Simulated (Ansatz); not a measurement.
This log comes from Ansatz, run on diamond Ge. The cell was relaxed with r2SCAN and then strained (isotropic -2.0 % on every length), with the atoms relaxed again with r2SCAN; k points keep the names of the unstrained zone.

The cell:
```
CELL_PARAMETERS angstrom
0.00000 2.78014 2.78014
2.78014 0.00000 2.78014
2.78014 2.78014 0.00000
ATOMIC_POSITIONS crystal
Ge 0.00000 0.00000 0.00000
Ge 0.25000 0.25000 0.25000
```

Abridged output:
```
Crystal: 2 atoms, lattice volume = 42.976 Å³
Basis set: ecut = 500 eV, 1067 PW (Γ)
Bands: 18, of which v1, the nominal top of the filled ones, is band 14 counted from 1 (13 counted from 0)
Symmetry: 48 space group operations
k-points: 30 of 216 (irreducible under 8 space group operations, time reversal used)
Free energy (F): -8605.736159 eV
Fermi energy:    9.101296 eV
--- Per-component energies (eV) ---
  E_band       = -300.155919
  E_kinetic    = 223.925294
  E_local      = -4869.229033
  E_nonlocal   = 841.005891
  E_hartree    = 2143.045618
  E_xc         = -139.118441
  E_vxc        = -137.052700
  E_paw        = -4068.916915
  E_vpaw       = -652.538087
  E_vtau       = 7.641280
  E_ewald      = -2734.277075
  E_core_change = -2.171532
--- Band table (eV; the first three rows and the last of 30) ---
  k-point 0: bands = […, -16.0757, -16.0757, -4.6219, 9.1013, 9.1013, 9.1013, 10.0659, 11.8434, 11.8434, 11.8434]
  k-point 1: bands = […, -16.0625, -16.0625, -4.2507, 5.9061, 8.5144, 8.5144, 10.5803, 12.6150, 12.6150, 13.9021]
  k-point 2: bands = […, -16.0518, -16.0518, -3.2162, 2.6621, 7.7959, 7.7959, 9.9822, 13.1776, 13.1776, 16.9013]
  k-point 29: bands = […, -16.0203, -16.0203, -0.2339, -0.2339, 4.9726, 4.9726, 12.1299, 12.1299, 16.3629, 16.3629]
--- Dielectric response (ions clamped): 3 representative field directions + reference, inside a basis on a mesh of 512 k-points ---
  ε∞ (high-frequency dielectric tensor):
       15.216023     0.000000     0.000000
        0.000000    15.216023     0.000000
        0.000000     0.000000    15.216023
  Born effective charges Z* (e; rows j = field, columns β = displacement):
    site 0:
         0.00000    0.00000    0.00000
         0.00000    0.00000    0.00000
         0.00000    0.00000    0.00000
    site 1:
         0.00000    0.00000    0.00000
         0.00000    0.00000    0.00000
         0.00000    0.00000    0.00000
  ε∞ is read to err by 5.3e-2, Z* by 1.6e-2 e
```

Task: What input produced it? Give the YAML.

Result:
```yaml
crystal:
  # lattice and atoms as above
kpoints:
  mp_grid: { grid: [6, 6, 6] }
hamiltonian:
  xc: r2scan
scf:
  occupations: { method: fixed }
dielectric: {}
```
The term E_vtau belongs to a meta-GGA, which reads the kinetic-energy density. A response with clamped ions alone is the dielectric block. The lines shown narrow the functional down without fixing it; this is the one that was run. Not every key shows in the log; this is the file that was used.

Run as `ansatz run input.yaml --threads 2 --pin off --max-ram 29491MiB --backend cpu --events-out ev --progress --plain --runs-dir out`. It took 28 s on 2 threads of AMD EPYC 7R13 Processor (Zen 3), on a shared host, load about 0.9 per core; peak host memory 1 GiB.

No spin polarisation and no zero-point or thermal motion.

The runs are scalar-relativistic, without spin-orbit coupling.
